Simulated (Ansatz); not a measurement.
CaF2 (fluorite): energy over volume and axial ratio

CaF$_{2}$ (fluorite), conventional cell a = b = c = 5.5110 Å, α = β = γ = 90.00°. The calculation uses the primitive cell of 3 atoms, to which meshes and values per cell refer.

Grid over V/V₀ and (c/a)/(c/a)₀, subscript 0 meaning the relaxed cell; the conventional c axis lies along z; no internal relaxation.

Calculation: PBE (plane waves to 420 eV, PAW, scalar-relativistic; Ansatz, a program for electronic structure). k mesh 10×10×10 (Γ-centred), Fermi-Dirac smearing 0.05 eV. The energy includes the smearing's −TS. Stress and pressure are positive under compression. CaF2 was relaxed with its symmetry unable to fall. The zero of ΔE is the relaxed starting cell.

ΔE (eV/atom), with V/V₀ across and (c/a)/(c/a)₀ down:

```
(c/a)/(c/a)₀ \ V/V₀   0.920   0.960   1.000   1.040   1.080
-------------------  ------  ------  ------  ------  ------
0.920                0.0485  0.0291  0.0231  0.0280  0.0416
0.960                0.0307  0.0114  0.0055  0.0105  0.0242
1.000                0.0251  0.0058  0.0000  0.0050  0.0187
1.040                0.0303  0.0109  0.0051  0.0101  0.0239
1.080                0.0451  0.0258  0.0200  0.0250  0.0387
```

σxx (GPa), with V/V₀ across and (c/a)/(c/a)₀ down:

```tsv
(c/a)/(c/a)₀ \ V/V₀	0.920	0.960	1.000	1.040	1.080
0.920	4.3	0.1	-3.2	-5.8	-7.9
0.960	6.1	1.8	-1.5	-4.3	-6.4
1.000	7.8	3.5	0.0	-2.8	-5.0
1.040	9.4	5.0	1.5	-1.3	-3.6
1.080	11.0	6.6	3.0	0.1	-2.2
```

Read from the data:

| Quantity | Result |
|---|---|
| Shear modulus C′ = (C11 − C12)/2 (fit, atoms clamped) | 57 GPa |
| Lowest place on the grid | V/V₀ = 1.000, (c/a)/(c/a)₀ = 1.000 (0.0 meV/atom) |
| Highest place on the grid | V/V₀ = 0.920, (c/a)/(c/a)₀ = 0.920 (48.5 meV/atom) |

(A scan under strain: stresses follow from slopes of the energy per volume, elastic moduli from its curvatures.)
